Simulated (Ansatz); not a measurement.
# Structures of GeSb$_{2}$Te$_{4}$: which is lowest?

Plane-wave DFT in Ansatz with scalar-relativistic PAW potentials, cutoff 420 eV, Γ-centred meshes chosen by cell and gap, Gaussian smearing with energies taken to zero width. Every cell was relaxed (cell and atoms) in a run of its own, within the symmetry of its start. Functional: LDA.

Relaxed structures (starts from databases or built by putting these elements on another compound's sites):
A. R3m, 7 atoms in the computed cell, a = 4.208 Å, c = 39.945 Å; sites (symmetry × multiplicity) Ge 3m × 3, Sb 3m × 3 + 3m × 3, Te 3m × 3 + 3m × 3 + 3m × 3 + 3m × 3; start: database
B. R-3m, 7 atoms in the computed cell, a = 4.218 Å, c = 38.547 Å; sites (symmetry × multiplicity) Ge -3m × 3, Sb 3m × 6, Te 3m × 6 + 3m × 6; start: database

Q: Rank them by energy. Could pressure change the order?

A:
```tsv
structure	group	E − E(lowest) (meV/atom)	V (Å³/atom)	gap on mesh (eV)
A	R3m	0.0	29.17	0.13
B	R-3m	89	28.28	0.00
```

A is lowest, 89 meV/atom under B. B is denser by 0.89 Å³/atom, so pressure favours it: ΔE/ΔV, with ΔE in eV and 1 eV/Å³ = 160.2 GPa, gives about 16 GPa for equal enthalpy if both cells were rigid; at such pressures compression changes ΔV much, so this is a scale only. Other structures may lie lower than all of these, and vibrations aren't counted.

Spin-orbit coupling is left out, which matters for the bands of heavy elements.